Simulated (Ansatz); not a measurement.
Input, command and steps of an Ansatz relaxation.

```yaml
crystal:
  lattice:
    - [4.5159608608, 0.0, 0.0]
    - [0.0, 4.564654879, 0.0]
    - [0.0, 0.0, 4.8910053801]
  atoms:
    - { symbol: Li, position: [0.0, 0.5, 0.0] }
    - { symbol: Li, position: [0.5, 0.5, 0.0] }
    - { symbol: Mo, position: [0.75, 0.25, 0.3333333333] }
    - { symbol: Mo, position: [0.75, 0.75, 0.3333333333] }
    - { symbol: Mo, position: [0.25, 0.25, 0.6666666667] }
    - { symbol: Mo, position: [0.25, 0.75, 0.6666666667] }
basis:
  ecutwfc: 420
kpoints:
  mp_grid: { grid: [4, 4, 4] }
hamiltonian:
  xc: pbe
scf:
  occupations: { method: gaussian, width: 0.1 }
  lower_state_search: "off"
output:
  forces: true
  stress: true
  eigenvalues: true
relax:
  adjacent_minimum: "off"
  f_tol: 0.04
  max_steps: 70
  cell: { stress_tol: 0.4 }
```

```bash
ansatz run input.yaml --threads 1 --pin off --max-ram 2560MiB --backend cpu --events-out ev --progress --plain --runs-dir out
```

These are results of DFT PBE, scalar-relativistic, plane waves, PAW (Ansatz 0.2.0), not measurements.

Of 11 frames 10 are shown, positions in Å and forces in eV/Å; the SCF threshold varies from step to step. Steps run on the plane waves of an earlier cell, with a Pulay correction in the pressure. The basis is chosen afresh for the last frame, the zero of the energies, and at times for earlier ones too; energy and pressure step there, also at an unchanged geometry.

```xyz
6
Lattice="4.5160 0.0000 0.0000 0.0000 4.5647 0.0000 0.0000 0.0000 4.8910" Properties=species:S:1:pos:R:3:forces:R:3 pbc="T T T" step=1 free_energy_over_end_meV_per_atom=801.20 pressure_GPa=14.21
Li    0.0000    2.2823    0.0000    0.0000    0.0000    0.0000
Li    2.2580    2.2823    0.0000    0.0000    0.0000    0.0000
Mo    3.3870    1.1412    1.6303    0.0000   -0.5553    3.2642
Mo    3.3870    3.4235    1.6303    0.0000    0.5553    3.2642
Mo    1.1290    1.1412    3.2607    0.0000   -0.5553   -3.2642
Mo    1.1290    3.4235    3.2607    0.0000    0.5553   -3.2642
6
Lattice="4.4873 0.0000 0.0000 0.0000 4.7354 0.0000 0.0000 0.0000 4.8500" Properties=species:S:1:pos:R:3:forces:R:3 pbc="T T T" step=2 free_energy_over_end_meV_per_atom=416.79 pressure_GPa=13.64
Li    0.0000    2.3677    0.0000    0.0000    0.0000    0.0000
Li    2.2437    2.3677    0.0000    0.0000    0.0000    0.0000
Mo    3.3655    1.1881    1.8098    0.0000   -0.2452    1.1644
Mo    3.3655    3.5473    1.8098    0.0000    0.2452    1.1644
Mo    1.1218    1.1881    3.0402    0.0000   -0.2452   -1.1644
Mo    1.1218    3.5473    3.0402    0.0000    0.2452   -1.1644
6
Lattice="4.7074 0.0000 0.0000 0.0000 4.9617 0.0000 0.0000 0.0000 5.0296" Properties=species:S:1:pos:R:3:forces:R:3 pbc="T T T" step=3 free_energy_over_end_meV_per_atom=209.73 pressure_GPa=1.24
Li    0.0000    2.4809    0.0000    0.0000    0.0000    0.0000
Li    2.3537    2.4809    0.0000    0.0000    0.0000    0.0000
Mo    3.5305    1.2521    2.0130    0.0000   -0.3194    1.2513
Mo    3.5305    3.7097    2.0130    0.0000    0.3194    1.2513
Mo    1.1768    1.2521    3.0166    0.0000   -0.3194   -1.2513
Mo    1.1768    3.7097    3.0166    0.0000    0.3194   -1.2513
6
Lattice="4.8988 0.0000 0.0000 0.0000 5.0487 0.0000 0.0000 0.0000 5.0514" Properties=species:S:1:pos:R:3:forces:R:3 pbc="T T T" step=4 free_energy_over_end_meV_per_atom=72.02 pressure_GPa=-3.66
Li    0.0000    2.5243    0.0000    0.0000    0.0000    0.0000
Li    2.4494    2.5243    0.0000    0.0000    0.0000    0.0000
Mo    3.6741    1.2717    2.2231    0.0000   -0.0408    0.5890
Mo    3.6741    3.7770    2.2231    0.0000    0.0408    0.5890
Mo    1.2247    1.2717    2.8284    0.0000   -0.0408   -0.5890
Mo    1.2247    3.7770    2.8284    0.0000    0.0408   -0.5890
6
Lattice="4.9373 0.0000 0.0000 0.0000 5.0345 0.0000 0.0000 0.0000 4.9847" Properties=species:S:1:pos:R:3:forces:R:3 pbc="T T T" step=5 free_energy_over_end_meV_per_atom=28.99 pressure_GPa=-2.82
Li    0.0000    2.5173    0.0000    0.0000    0.0000    0.0000
Li    2.4687    2.5173    0.0000    0.0000    0.0000    0.0000
Mo    3.7030    1.2672    2.3034    0.0000    0.0743    0.6132
Mo    3.7030    3.7674    2.3034    0.0000   -0.0743    0.6132
Mo    1.2343    1.2672    2.6813    0.0000    0.0743   -0.6132
Mo    1.2343    3.7674    2.6813    0.0000   -0.0743   -0.6132
6
Lattice="4.9504 0.0000 0.0000 0.0000 4.8729 0.0000 0.0000 0.0000 4.9261" Properties=species:S:1:pos:R:3:forces:R:3 pbc="T T T" step=7 free_energy_over_end_meV_per_atom=10.44 pressure_GPa=2.47
Li    0.0000    2.4365    0.0000    0.0000    0.0000    0.0000
Li    2.4752    2.4365    0.0000    0.0000    0.0000    0.0000
Mo    3.7128    1.2506    2.3504    0.0000   -0.2073    0.2516
Mo    3.7128    3.6223    2.3504    0.0000    0.2073    0.2516
Mo    1.2376    1.2506    2.5757    0.0000   -0.2073   -0.2516
Mo    1.2376    3.6223    2.5757    0.0000    0.2073   -0.2516
6
Lattice="4.9794 0.0000 0.0000 0.0000 4.9541 0.0000 0.0000 0.0000 4.8646" Properties=species:S:1:pos:R:3:forces:R:3 pbc="T T T" step=8 free_energy_over_end_meV_per_atom=1.77 pressure_GPa=-0.43
Li    0.0000    2.4770    0.0000    0.0000    0.0000    0.0000
Li    2.4897    2.4770    0.0000    0.0000    0.0000    0.0000
Mo    3.7345    1.2619    2.3527    0.0000    0.1088   -0.0556
Mo    3.7345    3.6922    2.3527    0.0000   -0.1088   -0.0556
Mo    1.2448    1.2619    2.5119    0.0000    0.1088    0.0556
Mo    1.2448    3.6922    2.5119    0.0000   -0.1088    0.0556
6
Lattice="4.9754 0.0000 0.0000 0.0000 4.9519 0.0000 0.0000 0.0000 4.8450" Properties=species:S:1:pos:R:3:forces:R:3 pbc="T T T" step=9 free_energy_over_end_meV_per_atom=1.20 pressure_GPa=-0.12
Li    0.0000    2.4760    0.0000    0.0000    0.0000    0.0000
Li    2.4877    2.4760    0.0000    0.0000    0.0000    0.0000
Mo    3.7316    1.2645    2.3373    0.0000    0.0558   -0.0249
Mo    3.7316    3.6875    2.3373    0.0000   -0.0558   -0.0249
Mo    1.2439    1.2645    2.5077    0.0000    0.0558    0.0249
Mo    1.2439    3.6875    2.5077    0.0000   -0.0558    0.0249
6
Lattice="4.9725 0.0000 0.0000 0.0000 4.9589 0.0000 0.0000 0.0000 4.8021" Properties=species:S:1:pos:R:3:forces:R:3 pbc="T T T" step=10 free_energy_over_end_meV_per_atom=0.86 pressure_GPa=0.08
Li    0.0000    2.4794    0.0000    0.0000    0.0000    0.0000
Li    2.4862    2.4794    0.0000    0.0000    0.0000    0.0000
Mo    3.7293    1.2703    2.3092    0.0000   -0.0149    0.0186
Mo    3.7293    3.6886    2.3092    0.0000    0.0149    0.0186
Mo    1.2431    1.2703    2.4929    0.0000   -0.0149   -0.0186
Mo    1.2431    3.6886    2.4929    0.0000    0.0149   -0.0186
6
Lattice="4.9725 0.0000 0.0000 0.0000 4.9589 0.0000 0.0000 0.0000 4.8021" Properties=species:S:1:pos:R:3:forces:R:3 pbc="T T T" step=11 free_energy_over_end_meV_per_atom=0.00 pressure_GPa=0.15
Li    0.0000    2.4794    0.0000    0.0000    0.0000    0.0000
Li    2.4862    2.4794    0.0000    0.0000    0.0000    0.0000
Mo    3.7293    1.2703    2.3092    0.0000   -0.0149    0.0184
Mo    3.7293    3.6886    2.3092    0.0000    0.0149    0.0184
Mo    1.2431    1.2703    2.4929    0.0000   -0.0149   -0.0184
Mo    1.2431    3.6886    2.4929    0.0000    0.0149   -0.0184
```

The start is a random arrangement. At the end the space group is Pmma (tolerance 0.05 Å).

It took 75 s on 1 thread of Arm Neoverse V1 (shared host), peak memory 0.42 GiB.

The k mesh is coarse.